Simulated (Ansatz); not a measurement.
Q: MoRu (rock salt, Fm-3m) is relaxed with plane-wave PAW PBE (Ansatz code). What lattice parameters of the conventional cell result?

A: a = 5.101 Å.

The start of the workflow was typed in or built on a structure type; neither database checked (COD, Materials Project) lists it. Whether it is the stable phase at ambient conditions was not checked. The cell was relaxed with PBE under the symmetry of its start; whether a distortion lowers the energy is not shown. No spin polarisation was allowed. Its formation energy is positive at this level, so the cell may be metastable or incomplete.

Potentials: the earlier of the program's two PAW sets.
